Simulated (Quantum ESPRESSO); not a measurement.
Band energies of K2NiF6

```xyz
9
Lattice="0.0000 4.0013 4.0013 4.0013 0.0000 4.0013 4.0013 4.0013 0.0000" Properties=species:S:1:pos:R:3 pbc="T T T"
F      4.0013     6.2195     4.0013
F      4.0013     1.7831     4.0013
F      1.7831     4.0013     4.0013
F      6.2195     4.0013     4.0013
F      4.0013     4.0013     6.2195
F      4.0013     4.0013     1.7831
K      2.0006     2.0006     2.0006
K      6.0019     6.0019     6.0019
Ni     0.0000     0.0000     0.0000
```

PBEsol (pw.x of Quantum ESPRESSO, ONCV potentials, no spin-orbit coupling); path ΓXWKΓLUWLK,UX; energies in eV from the valence-band maximum.

| k (1/Å) | point | band 35 | band 36 | band 37 | band 38 | band 39 | band 40 | band 41 | band 42 |
|---|---|---|---|---|---|---|---|---|---|
| 0.00 | Γ | -0.73 | -0.73 | -0.17 | -0.17 | -0.17 | 1.96 | 1.96 | 7.42 |
| 0.20 |  | -0.78 | -0.73 | -0.19 | -0.14 | -0.14 | 1.91 | 1.96 | 7.68 |
| 0.59 |  | -1.03 | -0.74 | -0.28 | -0.02 | -0.02 | 1.63 | 1.96 | 9.24 |
| 0.79 | X | -1.09 | -0.74 | -0.30 | 0.00 | 0.00 | 1.56 | 1.96 | 9.81 |
| 0.79 | W | -0.90 | -0.90 | -0.13 | -0.13 | 0.00 | 1.67 | 1.88 | 10.46 |
| 1.06 | K | -1.01 | -0.82 | -0.21 | -0.05 | -0.02 | 1.65 | 1.90 | 10.16 |
| 1.23 |  | -0.93 | -0.89 | -0.15 | -0.10 | -0.05 | 1.76 | 1.85 | 9.67 |
| 1.56 |  | -0.82 | -0.78 | -0.16 | -0.13 | -0.12 | 1.88 | 1.92 | 8.11 |
| 1.73 |  | -0.75 | -0.74 | -0.17 | -0.16 | -0.15 | 1.93 | 1.95 | 7.61 |
| 1.90 | Γ | -0.73 | -0.73 | -0.17 | -0.17 | -0.17 | 1.96 | 1.96 | 7.42 |
| 2.07 |  | -0.76 | -0.74 | -0.17 | -0.15 | -0.15 | 1.94 | 1.94 | 7.61 |
| 2.24 |  | -0.83 | -0.79 | -0.17 | -0.12 | -0.12 | 1.90 | 1.90 | 8.13 |
| 2.58 | L | -0.95 | -0.86 | -0.18 | -0.09 | -0.09 | 1.84 | 1.84 | 9.62 |
| 2.82 |  | -0.94 | -0.87 | -0.16 | -0.09 | -0.06 | 1.77 | 1.86 | 9.85 |
| 3.06 | U | -1.01 | -0.82 | -0.21 | -0.05 | -0.02 | 1.65 | 1.90 | 10.16 |
| 3.06 | W | -0.90 | -0.90 | -0.13 | -0.13 | 0.00 | 1.67 | 1.88 | 10.46 |
| 3.20 |  | -0.90 | -0.89 | -0.14 | -0.13 | -0.01 | 1.69 | 1.87 | 10.22 |
| 3.47 |  | -0.94 | -0.87 | -0.17 | -0.10 | -0.08 | 1.82 | 1.85 | 9.70 |
| 3.61 | L | -0.95 | -0.86 | -0.18 | -0.09 | -0.09 | 1.84 | 1.84 | 9.62 |
| 3.85 |  | -0.94 | -0.87 | -0.16 | -0.09 | -0.06 | 1.77 | 1.86 | 9.85 |
| 3.97 |  | -0.97 | -0.85 | -0.18 | -0.07 | -0.04 | 1.71 | 1.88 | 10.08 |
| 4.09 | K | -1.01 | -0.82 | -0.21 | -0.05 | -0.02 | 1.65 | 1.90 | 10.16 |
| 4.09 | U | -1.01 | -0.82 | -0.21 | -0.05 | -0.02 | 1.65 | 1.90 | 10.16 |
| 4.37 | X | -1.09 | -0.74 | -0.30 | 0.00 | 0.00 | 1.56 | 1.96 | 9.81 |

The PBEsol gap is direct, 1.56 eV at X.

The 3d shell has no Hubbard U; the runs are without spin polarisation, and magnetic order was not tried.

Geometry of the Materials Project entry, not relaxed at this level.

The structure is a Materials Project entry; no match was found in the copy of COD used, and its stability was not checked.
